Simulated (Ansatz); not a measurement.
Ga$_{2}$O$_{3}$:
Space group R-3m, hexagonal axes (No. 166); a = b = 2.962 Å, c = 20.621 Å, α = β = 90.00°, γ = 120.00°

| atom | site | symmetry | x | y | z |
|---|---|---|---|---|---|
| Ga | 6c | 3m | 0.0000 | 0.0000 | 0.4003 |
| O | 3a | -3m | 0.0000 | 0.0000 | 0.0000 |
| O | 6c | 3m | 0.0000 | 0.0000 | 0.2313 |
(The calculation used a cell of 5 atoms; values per cell refer to that cell.)

Relaxed with LDA.

Problem. Decompose the optical modes at the zone centre into irreducible representations, and say which are infrared and Raman allowed.

Solution. Point group -3m: Γ_opt = 2A1g + 2A2u + 2Eg + 2Eu. Infrared: A2u, Eu. Raman: A1g, Eg.

Problem. Assign frequencies (DFPT, DFT-LDA in the program Ansatz with PAW potentials; without the LO–TO term).

Solution. Eu 78i, Eg 71, A1g 213, A2u 406, A1g 543, A2u 549, Eu 560, Eg 565 cm⁻¹.

The cell is a constructed one: a structure type filled with these elements; neither database checked (COD, Materials Project) lists it. It is not the phase usual at ambient conditions (space group No. 12, 167). The cell was relaxed with LDA under the symmetry of its start. At this level the phase is dynamically unstable (imaginary phonons). A crystal of weakly bound layers computed without a dispersion correction: the cell and the soft elastic constants depend strongly on that.

Potentials: the later of the program's two PAW sets.
